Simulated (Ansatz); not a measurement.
Theory: Ansatz 0.2.0, DFT PBE, scalar-relativistic, plane waves, PAW, and for the lanthanide a 4f-in-core norm-conserving potential. Settings: cutoff 770 eV, Γ-centred meshes spaced at most about 0.3 Å⁻¹, and about 0.25 Å⁻¹ or finer for metals (2π included), Gaussian smearing. No spin polarisation in the final relaxations.

Temperature and zero-point effects are left out. All come from trial cells, and lower structures may exist.

Question: Order these relaxed structures of Er4Se by energy, lowest first, with the energy over the lowest of them.
A. Space group R-3m (No. 166), trigonal, a = 6.203 Å, c = 17.693 Å. Er on a site of symmetry 2/m has 2 Se at 3.10 Å, 4 Er at 3.10 Å and 2 Er at 3.45 Å; Er on a site of symmetry -3m has 6 Er at 3.45 Å; around Se lie 6 Er at 3.10 Å.
B. Space group P4/mmm (No. 123), tetragonal, a = 3.504 Å, c = 11.823 Å. Er on its first site has 9 Er at 3.41–3.50 Å; around Er on its second site lie 4 Se at 3.04 Å and 9 Er at 3.48–3.53 Å; around Se lie 8 Er at 3.04 Å and 4 Se at 3.50 Å.
C. Space group Im-3m (No. 229), cubic, a = 6.718 Å. Er is surrounded by 2 Se at 2.91 Å and 6 Er at 3.36 Å; around Se lie 8 Er at 2.91 Å.

Answer: B (0 meV/atom), C (310 meV/atom), A (823 meV/atom). Forms: B P4/mmm; C Im-3m; A R-3m. Counting Er atoms around Se (those within 1.25 times the shortest such distance or 1.15 times the sum of covalent radii, 1.27 where that leaves under three): B has Se 8; C has Se 8; A has Se 6.

Cells relaxed within their symmetry can be saddle points. Some types were kept out of the candidates beforehand, so the set may lack a known form.

The lanthanide is trivalent by construction, without f bands, f moments or other valences.
